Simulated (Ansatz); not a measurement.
MoPt3:
```
MoPt3
1.0
    2.76827     0.00000     0.00000
    0.00000     4.53204     0.00000
    0.00000     0.00000     4.85826
Mo Pt
1 3
Direct
  0.00000   0.00000   0.15712
  0.50000   0.50000   0.33942
  0.50000   0.00000   0.65570
  0.00000   0.50000   0.84776
```

Relaxed with r²SCAN. Special points in fractions of this cell's reciprocal vectors: Γ (0.000, 0.000, 0.000); X (0.500, 0.000, 0.000); S (0.500, 0.500, 0.000); Y (0.000, 0.500, 0.000); Z (0.000, 0.000, 0.500); U (0.500, 0.000, 0.500); R (0.500, 0.500, 0.500); T (0.000, 0.500, 0.500).

Task: List the band energies nearest the Fermi level at these points for DFT-r²SCAN in the program Ansatz with PAW potentials.

Result: In eV from the Fermi level; about four levels below and three above (degenerate sets whole), none deeper than 8.9 eV; points with the same levels are listed once.

| k | below | above |
|---|---|---|
| Γ | -2.06 -0.58 -0.22 -0.20 | 0.89 2.18 2.40 |
| X | -2.88 -2.88 -1.45 -0.12 -0.06 | 0.25 0.94 1.22 |
| S | -2.46 -1.78 -1.47 -0.13 | 0.49 0.67 2.13 |
| Y | -1.16 -1.10 -1.09 -0.19 | 0.18 0.27 1.46 |
| Z | -1.98 -1.97 -0.76 -0.40 | 1.01 2.22 5.50 |
| U | -2.59 -1.79 -0.23 -0.15 | 0.46 0.76 1.67 |
| R | -1.17 -1.00 -0.32 -0.14 | 0.11 0.29 0.86 |
| T | -1.32 -1.10 -0.43 -0.07 | 1.04 1.45 1.47 |

Space group Pmm2. The first step of the workflow began from a Materials Project structure, measured or hypothetical; the Crystallography Open Database copy checked does not list it. With Mo and Pt taken as one species the cell has the higher symmetry P6_3/mmc, so it may be an ordered model of a mixed-site phase. Its standing as an ambient phase is unchecked. The r²SCAN relaxation kept the symmetry of its start; its stability against distortions is not shown here. No spin polarisation was allowed. Spin–orbit coupling is left out wherever it is not named.

Potentials: the later of the program's two PAW sets.
